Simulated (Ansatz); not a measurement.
The elements of this relaxed trial crystal are hidden behind letters.

```
lattice vectors (Å)
   5.5973    0.0000    0.0000
   0.0000    5.5973    0.0000
   0.0000    0.0000    7.9924
fractional positions
X 0.5000 0.0000 0.2306
X 0.0000 0.5000 0.7694
X 0.5000 0.0000 0.7694
X 0.0000 0.5000 0.2306
Z 0.0000 0.0000 0.0000
```

The calculation used DFT PBE, scalar-relativistic, plane waves, PAW (Ansatz 0.2.0). Plane waves to 420 eV, an 8×8×6 mesh through Γ for the 5-atom cell and 0.10 eV Gaussian smearing; no spin polarisation.

```
Space group                              : P4/mmm (No. 123)
Conventional cell                        : a = 5.597 Å, c = 7.992 Å
Volume per atom                          : 50.08 Å³
Density                                  : 1.04 g/cm³
Formation energy                         : +0.14 eV/atom
Gap on the 8×8×6 mesh of the 5-atom cell : 0 eV (a metal)
```

Energies are uncorrected and count from the elements' standard states at the same level.

Problem. X is an s-block element of period 4 and Z is an s-block element of period 1. Which elements are they?

Solution. X = K, Z = H, so the formula is K4H. Density times volume gives a mean mass of 1.04 × 50.08/1.6605 = 31.4 u per atom, and this set has 31.5 u. Among the elements that the hints allow, only these give it. Around K lie 2 H at 3.35 Å, 1 K at 3.69 Å, 4 K at 3.96 Å and 1 K at 4.31 Å; around H lie 8 K at 3.35 Å.

The cell is a metal run without spin; a magnetic state may lie lower. Symmetry constrained the relaxation, so the result can be a saddle point.
